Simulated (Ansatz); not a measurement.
A geometry of TiAl away from equilibrium: step 10 of the relaxation of a generated trial cell of TiAl in the AFLOW prototype AB_tP4_131_c_e (B17, as in PtS). Method: PBE (plane waves to 420 eV, PAW, scalar-relativistic; Ansatz, an electronic-structure program). Γ-centred k-mesh 9×9×7 on the run's cell (coarser than for final values), Fermi–Dirac smearing 0.05 eV.

```yaml
crystal:
  lattice:
    - [4.61414, 0.00000, 0.00000]
    - [0.00000, 4.61414, 0.00000]
    - [0.00000, 0.00000, 5.00932]
  atoms:
    - { symbol: Al, position: [0.00000, 0.50000, 0.00000] }
    - { symbol: Al, position: [0.50000, 0.00000, 0.50000] }
    - { symbol: Ti, position: [0.00000, 0.00000, 0.25000] }
    - { symbol: Ti, position: [0.00000, 0.00000, 0.75000] }
```

Task: Which atoms carry the largest force, and which way does it point?

Result: No atom: all forces are below 0.005 eV/Å; only the cell is out of equilibrium.

Task: What is the pressure?

Result: +3.3 GPa, compression positive.

Task: How far above the relaxed end point is this geometry?

Result: 0.04 eV/atom; the path ends in P4₂/mmc (No. 131).

No spin polarisation in the result.

The run could not lose the symmetry of its start, so the end can be a saddle point.

All atoms sit on sites fixed by symmetry, so only the cell could relax.

The end of the path is a generated cell of TiAl: the first start was made by placing the elements on the sites of a structure type, and the end was not matched to a known phase here, so it may be hypothetical. Known forms of TiAl include space group No. 123.
